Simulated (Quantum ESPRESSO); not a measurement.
# Ga2Hf3In2Pd in 6 site orders

These are calculations, not measurements. They come from Quantum ESPRESSO 7.5, a public plane-wave density functional program. Each row is one single-point run on a made-up periodic cell of eight metal atoms, with elements, volume, strain and displacements drawn at random and not relaxed, so a cell may be unstable or far from any real phase. There is no spin polarisation or spin-orbit coupling.

Settings: PBE unless stated; PseudoDojo standard norm-conserving files; Fermi-Dirac width 0.25 eV, which means electrons at about 2900 K; cutoff 1116 eV; 5 x 4 x 4 k mesh shifted half a step off Gamma. E is the free energy of the whole cell (internal energy minus TS), so a -TS column is already part of it. Stress is positive in tension, and the pressure P is minus a third of its trace.

Checks: one run of this series was repeated at a higher cutoff and on a denser mesh, which moved values by no more than 0.012 eV, 0.12 GPa and 0.010 eV/Å, and a second program with other atomic files agreed on it to 2 % rms in force and 0.5 GPa in pressure. Known limits: heavy elements are run without spin-orbit coupling, which real alloys of them have; a spin test at this wide smearing found no moment, but such smearing suppresses magnetism that the real alloy may have.

The lattice is hexagonal close-packed, and the cell vectors in Å are (0.030, -0.044, 5.228); (6.232, -0.005, 0.037); (-3.121, 5.441, -0.065), a volume of 177.18 Å³. The runs put one composition on the same eight displaced sites in different orders. E is counted from run 1, and the rms force is over all 24 components. Nothing is relaxed, so E mixes bonding between neighbours with strain on unrelaxed sites, and it is not an ordering energy.

```
run,elements on sites 1 to 8,E (eV),-TS (eV),rms force (eV/Å),largest force (eV/Å),P (GPa)
1,In Ga Ga In Hf Hf Hf Pd,0.000,-1.345,0.132,0.37,-6.92
2,Pd Ga In Hf In Hf Hf Ga,-0.129,-1.245,0.267,0.65,-8.74
3,Hf Ga Hf Ga Hf In In Pd,-0.189,-1.279,0.218,0.58,-8.49
4,Hf Ga Pd Hf In Ga In Hf,0.096,-1.321,0.223,0.53,-6.46
5,In Hf Ga In Ga Pd Hf Hf,-0.101,-1.285,0.223,0.67,?
6,In Ga Hf Ga Hf In Hf Pd,-0.125,-1.291,0.263,0.79,-8.33
```

## Worked fit

A straight line through the runs shown gives P = -7.20 + 8.48 E GPa with E in eV, an error of 1.56 on the slope and a scatter of 0.36 GPa. At this fixed volume the orders of higher energy tend to have the higher pressure.

## Withheld value

Question: what pressure should run 5 give?

The fit gives -8.06 ± 0.40 GPa. The calculation gave -8.34 GPa.
